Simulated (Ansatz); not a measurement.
Input:

ZnGaNO:
```cif
data_Ga4N4O4Zn4
_chemical_formula_sum 'Ga4 N4 Zn4 O4'
_space_group_name_H-M_alt 'P3m1'
_space_group_IT_number 156
_space_group_name_Hall 'P 3 -2"'
_cell_length_a 3.23681
_cell_length_b 3.23681
_cell_length_c 20.72555
_cell_angle_alpha 90.000
_cell_angle_beta 90.000
_cell_angle_gamma 120.000
loop_
_atom_site_label
_atom_site_type_symbol
_atom_site_symmetry_multiplicity
_atom_site_Wyckoff_symbol
_atom_site_fract_x
_atom_site_fract_y
_atom_site_fract_z
_atom_site_occupancy
Ga1 Ga 1 b 0.33333 0.66667 0.00090 1
N1 N 1 b 0.33333 0.66667 0.09277 1
Ga2 Ga 1 c 0.66667 0.33333 0.12655 1
N2 N 1 c 0.66667 0.33333 0.21814 1
Ga3 Ga 1 b 0.33333 0.66667 0.25170 1
N3 N 1 b 0.33333 0.66667 0.34334 1
Ga4 Ga 1 c 0.66667 0.33333 0.37716 1
N4 N 1 c 0.66667 0.33333 0.46893 1
Zn1 Zn 1 b 0.33333 0.66667 0.49565 1
O1 O 1 b 0.33333 0.66667 0.59785 1
Zn2 Zn 1 c 0.66667 0.33333 0.61878 1
O2 O 1 c 0.66667 0.33333 0.72077 1
Zn3 Zn 1 b 0.33333 0.66667 0.74148 1
O3 O 1 b 0.33333 0.66667 0.84400 1
Zn4 Zn 1 c 0.66667 0.33333 0.86399 1
O4 O 1 c 0.66667 0.33333 0.97057 1
```

This is the r²SCAN-relaxed structure.

Task: All from DFT-r²SCAN in the program Ansatz with PAW potentials, unless another level is named. Give the electronic character.

Result: metallic (no gap).

Task: Next, the density of states at the Fermi level?

Result: 0.07 states/eV per atom (mean over ±0.08 eV).

Task: Predict the formation energy from the elements (no fitted shifts).

Result: -0.99 eV/atom.

The start of the workflow was typed in or built on a structure type; the Crystallography Open Database copy checked does not list it. Its standing as an ambient phase is unchecked. Symmetry was held in the r²SCAN relaxation; whether a distortion lowers the energy is not shown. The references are the lowest solids computed at this level, not always the standard phases (solids in place of the gases). Spin–orbit coupling is left out wherever it is not named.

Potentials: the earlier of the program's two PAW sets.
